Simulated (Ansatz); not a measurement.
## Profile along the O–Ni line in NiO (rock salt)

NiO (rock salt)

```xyz
2
Lattice="0.0000 2.1087 2.1087 2.1087 0.0000 2.1087 2.1087 2.1087 0.0000" Properties=species:S:1:pos:R:3 pbc="T T T"
O      0.0000     0.0000     0.0000
Ni     2.1087     2.1087     2.1087
```

Fields along a shortest O–Ni line of a {100} plane (2.11 Å), from O to Ni, interpolated on the slice's grid (step about 0.1 Å). Level of theory: PBE (plane waves to 420 eV, PAW, scalar-relativistic; Ansatz, a first-principles code). k mesh 19×19×19. Inside the PAW spheres the values are not all-electron values, and peaks at nuclei hang on which shells count as valence. NiO is run spin-polarised and with no Hubbard U; the real compound is an antiferromagnetic insulator, a state that this run doesn't describe. NiO was relaxed with its symmetry unable to fall. Relaxed NiO ends ferromagnetic. The PAW data are Ansatz's earlier set. The magnetic order is the one the run started from; other orders were not tried.

| distance from O (Å) | valence electron density (e/Å³) | spin density, up minus down (e/Å³) | electron localisation function | ELF of the up spins | ELF of the down spins |
|---|---|---|---|---|---|
| 0.00 | 8.66 | 0.61 | x | x | x |
| 0.21 | 7.20 | 0.50 | x | x | x |
| 0.42 | 4.04 | 0.25 | 0.75 | 0.76 | 0.75 |
| 0.63 | 1.65 | 0.07 | 0.82 | 0.81 | 0.83 |
| 0.84 | 0.70 | 0.01 | 0.62 | 0.54 | 0.73 |
| 1.05 | 0.43 | 0.04 | 0.15 | 0.12 | 0.20 |
| 1.27 | 0.63 | 0.18 | 0.08 | 0.14 | 0.03 |
| 1.48 | 2.54 | 0.71 | 0.20 | 0.28 | 0.11 |
| 1.69 | 12.66 | 1.85 | 0.65 | 0.65 | 0.66 |
| 1.90 | 41.91 | 4.25 | x | x | x |
| 2.11 | 64.58 | 6.49 | x | x | x |

x: too close to a nucleus for the ELF to mean much.

Density on the O–Ni line (2.11 Å) at its density minimum, 1.1 Å from O: 0.43 e/Å³. ELF at that point: 0.1.
